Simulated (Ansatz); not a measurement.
## CuSnF$_{6}$, a database entry at a rescaled volume

```yaml
crystal:
  lattice:
    - [5.55984, 0.00000, 0.00000]
    - [-2.28766, 4.62264, 0.00000]
    - [-0.23379, -3.10095, 4.31322]
  atoms:
    - { symbol: F, position: [0.74800, 0.11800, 0.87100] }
    - { symbol: F, position: [0.25200, 0.88200, 0.12900] }
    - { symbol: F, position: [0.73700, 0.87600, 0.26600] }
    - { symbol: F, position: [0.26300, 0.12400, 0.73400] }
    - { symbol: Sn, position: [0.50000, 0.00000, 0.50000] }
    - { symbol: Cu, position: [0.00000, 0.00000, 0.00000] }
    - { symbol: F, position: [0.25000, 0.49700, 0.36400] }
    - { symbol: F, position: [0.75000, 0.50300, 0.63600] }
```

Single point in Ansatz 0.2.0 with r2SCAN, with U_eff = 2.67 eV on Cu d (all-electron-ortho-atomic projectors), collinear spin. Cutoff 500 eV, PAW datasets, 4×5×4 (shifted by 0.5, 0.5, 0 steps) k mesh, fermi-dirac filling (width 0.1 eV). The cell carries a charge of -1 e on a uniform background.

The state carries no moments; the state need not be the lowest.

Which orbitals make up the band edges?

Within 0.7 eV of the edges, the states project mainly on Cu d (83 %) below the gap and on Sn s (44 %), F p (20 %) and Cu s (19 %) above it.

Where is the largest force?

The largest is on F7 (and as large on other atoms): 1.26 eV/Å, components (0.11, 0.82, 0.95). It makes 176° with the line to a nearest neighbour, Cu6 at 1.96 Å, pointing away from it.

What do density and ELF say about some of the short contacts?

F–Sn at 1.95 Å: least valence density 0.78 e/Å³ and ELF 0.20 there. Cu–F at 1.96 Å: least valence density 0.52 e/Å³ and ELF 0.09 there. These are pseudo-fields; inside the PAW spheres they differ from the all-electron ones.

Metal or insulator? Give the gap.

The gap on the k mesh is 0.46 eV; the mesh may miss the band edges, so the true gap of this level can be smaller.

Origin: a database entry at a rescaled volume. Caveats: the input typed no starting moments; an odd or shifted mesh can miss the band edges, so this level's true gap may be smaller; no spin-orbit coupling, which can shift this gap by tenths of an eV; charged cell with a uniform background.
